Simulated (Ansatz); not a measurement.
YSi₂ (fluorite, space group No. 225) at seven volumes, DFT-PBEsol in the program Ansatz with PAW potentials, scaled uniformly. One row is withheld.

| V (Å³/atom) | P (GPa) |
|---|---|
| 20.868 | 7.01 |
| 21.556 | 4.30 |
| 22.244 | 1.99 |
| 22.932 | 0.00 |
| 23.620 | -1.71 |
| 24.308 | ? |
| 24.996 | -4.39 |

Q: Fit the shown pressures and predict the withheld one.

A: P = (3/2)B₀(x^(7/2) − x^(5/2))[1 + (3/4)(B′ − 4)(x − 1)] with x = (V₀/V)^(2/3). Least squares on the six rows gives V₀ = 22.932 Å³/atom, B₀ = 61.0 GPa, B′ = 4.18. At V = 24.308, x = 0.9619 and P = -3.15 GPa. The run itself gave -3.15 GPa.

Space group Fm-3m (fluorite). A made-up cell: these elements were put on the sites of a structure type; neither database checked (COD, Materials Project) lists it. COD files the formula under space group No. 191, so this cell is another polymorph or a model. Its standing as an ambient phase is unchecked. The PBEsol relaxation kept the symmetry of its start. At this level the phase is mechanically unstable. No spin polarisation was allowed.

Potentials: the later of the program's two PAW sets.
